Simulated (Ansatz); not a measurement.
# Relaxing PtC in the rocksalt type

First guess:

```xyz
2
Lattice="0.0000 2.2323 2.2323 2.2323 0.0000 2.2323 2.2323 2.2323 0.0000" Properties=species:S:1:pos:R:3 pbc="T T T"
Pt    0.0000    0.0000    0.0000
C     2.2323    2.2323    2.2323
```

These are results of DFT, PBE, PAW with Ansatz's default frozen-core files, scalar-relativistic (Ansatz 0.2.0), not measurements.

Cell and atoms relax within the symmetry of the start on a 13×13×13 k mesh with 0.03 eV Fermi–Dirac smearing.

The start is built from a prototype, known or not as a phase of this compound; the cutoff is 420 eV.

No spin–orbit coupling, which matters for the heavy atoms here.

**Question.** What is the pressure of the first guess?

**Answer.** 0.22 GPa.

**Question.** What does it relax to?

**Answer.** a = 4.466 Å, b = 4.466 Å, c = 4.466 Å, α = 90.00°, β = 90.00°, γ = 90.00° (conventional cell), 11.13 Å³ per atom:
```xyz
2
Lattice="0.0000 2.2329 2.2329 2.2329 0.0000 2.2329 2.2329 2.2329 0.0000" Properties=species:S:1:pos:R:3 pbc="T T T"
Pt    0.0000    0.0000    0.0000
C     2.2329    2.2329    2.2329
```

**Question.** How much energy does the relaxation release?

**Answer.** 0 meV/atom.
